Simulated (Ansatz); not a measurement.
**Surface calculation: fcc Pd (110), 5 layers**

The slab is cut from the fcc crystal, the stable phase, as relaxed on PAW files (14.56 Å³/atom), with 16 Å of vacuum and a dipole correction:

```xyz
5
Lattice="2.7411 0.0000 0.0000 0.0000 3.8764 0.0000 0.0000 0.0000 21.4821" Properties=species:S:1:pos:R:3 pbc="T T T"
Pd    0.0000    0.0000    8.0000
Pd    1.3705    1.9382    9.3705
Pd    0.0000    0.0000   10.7410
Pd    1.3705    1.9382   12.1116
Pd    0.0000    0.0000   13.4821
```

All numbers are PBEsol results (scalar-relativistic) from Ansatz 0.2.0, with a Γ-centred 13×10×1 k mesh, Fermi–Dirac smearing of 0.05 eV, no spin polarisation. Methods: LAPW: all electrons, basis error target 1 meV/atom; PAW: frozen-core files, cutoff 420 eV.

The bulk energy comes from a cell in the slab's orientation on a 13×10×13 mesh. The surface energy is (E(slab) − N·E(bulk))/2A at zero smearing, the mean of both faces; thin slabs carry quantum-size effects.

The PAW files were made under PBE. The cell is 1×1, so reconstructions are forbidden, and in slabs of four or five layers the relaxations can be far larger than at a real surface.

Q: As cut, the LAPW slab lies 2.718 eV above 5 atoms of bulk. What surface energy is that?

A: Over two faces of 10.63 Å² it is 127.9 meV/Å², and times 16.02 J/m² per eV/Å² that gives γ = 2.049 J/m².

| method | γ as cut (J/m²) | γ relaxed (J/m²) | Φ as cut (eV) | Φ relaxed (eV) |
| --- | --- | --- | --- | --- |
| LAPW | 2.049 | ? | 4.83 | 4.84 |

Q: Give the missing entry: row "LAPW", column "γ relaxed (J/m²)".

A: 1.993.

Q: How do the spacings between the planes relax?

A: From the bottom face up: d12 -9.5 % of 1.371 Å, d23 +3.0 % of 1.371 Å, d34 +3.0 % of 1.371 Å, d45 -9.5 % of 1.371 Å.

Q: What changes if the vacuum is set to 11 Å?

A: LAPW then gives: no gap, work function 4.84 eV; PAW: no gap, work function 4.84 eV. The program warns that the vacuum is too thin.

Q: A 3d core hole is made on one atom of each kind in every 1×1 cell (PAW hole dataset, neutral cell, valence without spin). What does it cost by layer?

A: layer 1 334.40 eV, layer 2 334.75 eV, layer 3 334.92 eV. Shifts between layers mean more than the absolute values, and a whole layer of holes screens otherwise than one hole.
